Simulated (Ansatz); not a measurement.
BeS:
```yaml
crystal:
  lattice:
    - [3.43687, 0.00000, 0.00000]
    - [-1.71843, 2.97641, 0.00000]
    - [0.00000, 0.00000, 7.80468]
  atoms:
    - { symbol: Be, position: [0.50000, 0.00000, 0.00000] }
    - { symbol: Be, position: [0.00000, 0.50000, 0.33333] }
    - { symbol: Be, position: [0.50000, 0.50000, 0.66667] }
    - { symbol: S, position: [0.50000, 0.00000, 0.50000] }
    - { symbol: S, position: [0.00000, 0.50000, 0.83333] }
    - { symbol: S, position: [0.50000, 0.50000, 0.16667] }
```

x, y and z are the axes in which the lattice vectors are written.

Problem. Give the proper piezoelectric stress tensor with relaxed ions from r²SCAN+D4 (plane waves, PAW; program Ansatz).

Solution. In C/m², rows x, y, z, Voigt columns; mesh uncertainty up to 0.00.
```
 0.00   0.00   0.00   0.18   0.00   0.00
 0.00   0.00   0.00   0.00  -0.18   0.00
 0.00   0.00   0.00   0.00   0.00   0.00
```

The elastic tensor of the same run (GPa):

```
 207  56.2  50.2   0.0   0.0   0.0
56.2   207  50.2   0.0   0.0   0.0
50.2  50.2   228   0.0   0.0   0.0
 0.0   0.0   0.0  70.5   0.0   0.0
 0.0   0.0   0.0   0.0  70.5   0.0
 0.0   0.0   0.0   0.0   0.0  75.5
```

Problem. Convert to strain constants d = e·S.

Solution. In pC/N:
```
 0.0   0.0   0.0   2.6   0.0   0.0
 0.0   0.0   0.0   0.0  -2.6   0.0
 0.0   0.0   0.0   0.0   0.0   0.0
```

Space group P6_422. The start of the workflow was typed in or built on a structure type; neither database checked (COD, Materials Project) lists it. COD files the formula under space group No. 216, so this cell is another polymorph or a model. Whether it is the stable phase at ambient conditions was not checked. The cell was relaxed with r²SCAN+D4 under the symmetry of its start; its stability against distortions is not shown here.

Potentials: the earlier of the program's two PAW sets.
